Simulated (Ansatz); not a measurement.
Relaxed-ion elastic tensor of MnSi in space group P2_13 (No. 198; Mn on 4a, Si on 4a) in GPa (Voigt order), r²SCAN in the plane-wave PAW code Ansatz; density 5.83 g/cm³, 11.82 Å³ per atom.

|  | 1 | 2 | 3 | 4 | 5 | 6 |
|---|---|---|---|---|---|---|
| 1 | 345 | 95.4 | 95.4 | 0.0 | 0.0 | 0.0 |
| 2 | 95.4 | 345 | 95.4 | 0.0 | 0.0 | 0.0 |
| 3 | 95.4 | 95.4 | 345 | 0.0 | 0.0 | 0.0 |
| 4 | 0.0 | 0.0 | 0.0 | 93.9 | 0.0 | 0.0 |
| 5 | 0.0 | 0.0 | 0.0 | 0.0 | 93.9 | 0.0 |
| 6 | 0.0 | 0.0 | 0.0 | 0.0 | 0.0 | 93.9 |

Problem. Is the crystal mechanically stable?

Solution. Yes: the smallest eigenvalue of C is 93.9 GPa.

Problem. Work out the Voigt, Reuss and Hill averages.

Solution. K_V = 179, K_R = 179, K_H = 179; G_V = 106, G_R = 104, G_H = 105 GPa.

Problem. Give Young's modulus, Poisson's ratio, Pugh's ratio and the universal anisotropy index.

Solution. E = 9KG/(3K + G) = 264 GPa; ν = 0.25; K/G = 1.70 (near the Pugh limit of 1.75, no verdict); A_U = 5G_V/G_R + K_V/K_R − 6 = 0.10.

Problem. Estimate the sound speeds and the Debye temperature.

Solution. v_l = √((K + 4G/3)/ρ) = 7390 m/s, v_t = √(G/ρ) = 4250 m/s, mean 4720 m/s; Θ = (h/k)(3n/4πV)^(1/3) v_m = 617 K.

Symmetry was held in the r²SCAN relaxation. Spin order of the final state: ferromagnetic, chosen from 4 collinear starts compared on coarse meshes (ties went to the first, and starts can fall back to one state), not a proven ground state. Textbook magnetic order: helical. Other orbital occupations within this spin state were not tried. As this level gives no gap, shear constants depend on the k-mesh and smearing (Fermi–Dirac, 0.1 eV here).

Potentials: the later of the program's two PAW sets.
